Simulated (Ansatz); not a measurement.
Suppose Sc2AlN3 takes space group P4/mmm (No. 123), with Sc on 2f; Al on 1d; N on 2h and 1b.

Computed with Ansatz 0.2.0, DFT PBE, scalar-relativistic, plane waves, PAW. Cutoff 420 eV, Γ-centred mesh, Gaussian smearing, collinear spin.

Formation energies are uncorrected and refer to the elements' standard structures at the same level (N₂ as a molecule).

Problem. Give the relaxed lattice parameters and positions.

Solution.

Space group P4/mmm (No. 123). a = 3.793 Å, b = 3.793 Å, c = 6.009 Å, α = 90.00°, β = 90.00°, γ = 90.00°
```
atom  site  symmetry       x       y       z
  Sc    2f      mmm.  0.0000  0.5000  0.0000
  Al    1d     4/mmm  0.5000  0.5000  0.5000
   N    2h       4mm  0.5000  0.5000  0.1998
   N    1b     4/mmm  0.0000  0.0000  0.5000
```

Sc is surrounded by 4 N at 2.24 Å and 4 Sc at 2.68 Å; around Al lie 2 N at 1.80 Å and 4 N at 2.68 Å; around N on a site of symmetry 4mm lie 1 Al at 1.80 Å and 4 Sc at 2.24 Å; N on a site of symmetry 4/mmm is surrounded by 4 Al at 2.68 Å. Another local minimum with the same sites may exist.

Problem. Where does its energy lie, and is it a metal?

Solution. The formation energy is +0.05 eV/atom, the gap on the 10×10×6 mesh of the 6-atom cell is 0 eV (a metal) and the net moment per atom is 0.19 μB. The moment by site is N 1.2 μB. It can't be a ground state, since the elements alone are lower.

The last run used collinear spin and Gaussian smearing of 0.10 eV. Another magnetic order may lie lower. Symmetry constrained the relaxation, so the result can be a saddle point. Another cell of Sc2AlN3 relaxed alike but without spin, in P-3m1, lies 1.64 eV/atom lower, so this cell isn't the stable form at this level. Site moments count only spheres around the atoms; the net moment includes the space between them.
